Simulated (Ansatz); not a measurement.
ZnWO$_{4}$:
```cif
data_O8W2Zn2
_chemical_formula_sum 'Zn2 W2 O8'
_space_group_name_H-M_alt 'P2/c'
_space_group_IT_number 13
_space_group_name_Hall '-P 2yc'
_cell_length_a 4.66447
_cell_length_b 5.71521
_cell_length_c 4.90823
_cell_angle_alpha 90.000
_cell_angle_beta 90.587
_cell_angle_gamma 90.000
loop_
_atom_site_label
_atom_site_type_symbol
_atom_site_symmetry_multiplicity
_atom_site_Wyckoff_symbol
_atom_site_fract_x
_atom_site_fract_y
_atom_site_fract_z
_atom_site_occupancy
Zn1 Zn 2 f 0.50000 0.32211 0.25000 1
W1 W 2 e 0.00000 0.18135 0.75000 1
O1 O 4 g 0.21700 0.10572 0.43486 1
O2 O 4 g 0.25741 0.62389 0.40299 1
```

This is the PBEsol-relaxed structure.

Task: All from PBEsol in the plane-wave PAW code Ansatz, unless another level is named. Predict the smallest direct gap on the standard path.

Result: 2.89 eV.

Task: Predict the formation energy from the elements (no fitted shifts).

Result: -1.95 eV/atom.

Task: Predict the electron effective mass.

Result: 0.96, 1.3, 2.1 mₑ (principal values).

The first step of the workflow began from a Materials Project structure, measured or hypothetical; the Crystallography Open Database files this formula in space group No. 13, but the cells were not matched. Its standing as an ambient phase is unchecked. The PBEsol relaxation kept the symmetry of its start; whether a distortion lowers the energy is not shown. The run is not spin-polarised. No Hubbard U is applied. The references are the lowest solids computed at this level, not always the standard phases (solids in place of the gases). Scalar-relativistic: spin–orbit coupling is off unless named, which matters more the heavier the elements.

Potentials: the later of the program's two PAW sets.
